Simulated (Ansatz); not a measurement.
HfO2:
Space group Pca2₁ (No. 29); a = 5.294 Å, b = 5.070 Å, c = 5.102 Å, α = 90.00°, β = 90.00°, γ = 90.00°

```tsv
atom	site	symmetry	x	y	z
Hf	4a	1	0.0326	0.2663	0.2400
O	4a	1	0.3654	0.0676	0.3832
O	4a	1	0.2292	0.5372	0.4898
```

Relaxed with PBE.

Question: Which orbitals make up the states near the band edges in PBE in the plane-wave PAW code Ansatz?

Answer: Top 1 eV of the valence band: O 2p 93 %. Bottom 1 eV of the conduction band: Hf 5d 86 %, O 2p 10 %. Projections are on Löwdin-orthogonalised atomic valence shells; empty p or d shells of many metals are not among them.

Question: Tabulate the density of states.

Answer: States/eV per cell of 12 atoms, in 0.25 eV bins, energy from the valence-band maximum.

```tsv
E (eV)	total	O 2p	Hf 5d	O 2s
-7.85	0.00	0.00	0.00	0.00
-7.60	0.00	0.00	0.00	0.00
-7.35	0.00	0.00	0.00	0.00
-7.10	0.00	0.00	0.00	0.00
-6.85	0.00	0.00	0.00	0.00
-6.60	0.00	0.00	0.00	0.00
-6.35	0.00	0.00	0.00	0.00
-6.10	0.00	0.00	0.00	0.00
-5.85	0.00	0.00	0.00	0.00
-5.60	0.00	0.00	0.00	0.00
-5.35	0.77	0.51	0.19	0.01
-5.10	4.16	2.83	0.94	0.03
-4.85	5.83	4.04	1.29	0.05
-4.60	7.15	4.98	1.70	0.06
-4.35	12.11	8.45	3.05	0.09
-4.10	10.09	7.10	2.55	0.07
-3.85	9.29	6.76	2.02	0.08
-3.60	10.59	7.91	2.14	0.09
-3.35	8.72	6.67	1.53	0.10
-3.10	8.21	6.44	1.25	0.11
-2.85	8.94	7.09	1.31	0.12
-2.60	7.66	6.18	1.02	0.11
-2.35	8.11	6.63	1.07	0.10
-2.10	10.35	8.60	1.26	0.11
-1.85	11.79	9.98	1.32	0.09
-1.60	11.38	9.87	1.07	0.07
-1.35	12.36	10.89	0.99	0.08
-1.10	9.78	8.74	0.67	0.07
-0.85	10.85	9.86	0.67	0.06
-0.60	10.89	10.07	0.53	0.05
-0.35	10.46	9.88	0.34	0.04
-0.10	2.53	2.43	0.05	0.01
0.15	0.00	0.00	0.00	0.00
0.40	0.00	0.00	0.00	0.00
0.65	0.00	0.00	0.00	0.00
0.90	0.00	0.00	0.00	0.00
1.15	0.00	0.00	0.00	0.00
1.40	0.00	0.00	0.00	0.00
1.65	0.00	0.00	0.00	0.00
1.90	0.00	0.00	0.00	0.00
2.15	0.00	0.00	0.00	0.00
2.40	0.00	0.00	0.00	0.00
2.65	0.00	0.00	0.00	0.00
2.90	0.00	0.00	0.00	0.00
3.15	0.00	0.00	0.00	0.00
3.40	0.00	0.00	0.00	0.00
3.65	0.00	0.00	0.00	0.00
3.90	0.00	0.00	0.00	0.00
4.15	0.00	0.00	0.00	0.00
4.40	2.50	0.21	2.18	0.03
4.65	7.13	0.70	6.14	0.08
4.90	8.12	0.85	6.88	0.10
5.15	9.44	0.90	8.13	0.10
5.40	7.14	0.81	5.95	0.11
5.65	7.43	0.89	6.06	0.14
5.90	10.33	1.39	8.05	0.28
6.15	10.79	1.42	8.32	0.39
6.40	3.78	0.41	2.79	0.25
6.65	7.21	0.74	5.34	0.56
6.90	6.65	0.75	4.75	0.54
7.15	8.69	1.23	6.17	0.61
7.40	7.33	1.10	4.85	0.58
7.65	3.54	0.55	2.17	0.30
7.90	4.95	0.83	3.06	0.41
8.15	7.41	1.16	4.77	0.70
8.40	8.63	1.33	5.64	0.81
8.65	8.38	1.42	5.26	0.71
8.90	3.01	0.54	1.78	0.24
9.15	5.66	1.12	3.45	0.35
```

Space group Pca2_1. The PBE relaxation kept the symmetry of its start. No spin polarisation was allowed. Scalar-relativistic: spin–orbit coupling is off unless named, which matters more the heavier the elements.

Potentials: the earlier of the program's two PAW sets.
